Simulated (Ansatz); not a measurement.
CdTe:
```yaml
crystal:
  lattice:
    - [0.00000, 3.27891, 3.27891]
    - [3.27891, 0.00000, 3.27891]
    - [3.27891, 3.27891, 0.00000]
  atoms:
    - { symbol: Te, position: [0.75000, 0.75000, 0.75000] }
    - { symbol: Cd, position: [0.00000, 0.00000, 0.00000] }
```

DFT-r²SCAN in the program Ansatz with PAW potentials gives a gap of 1.16 eV without spin–orbit coupling, maximum at Γ, minimum at Γ.

Question: What happens when spin–orbit coupling is switched on?

Answer: The gap drops by 0.26 eV, to 0.90 eV; maximum at Γ, minimum at Γ.

Question: How large is the spin–orbit splitting of the valence top at Γ?

Answer: The fourfold level lies 0.83 eV above the split-off pair.

Question: Give the electron effective mass with spin–orbit coupling.

Answer: 0.082 mₑ (isotropic).

Space group F-43m (zinc blende). Symmetry was held in the r²SCAN relaxation.

Potentials: the later of the program's two PAW sets.
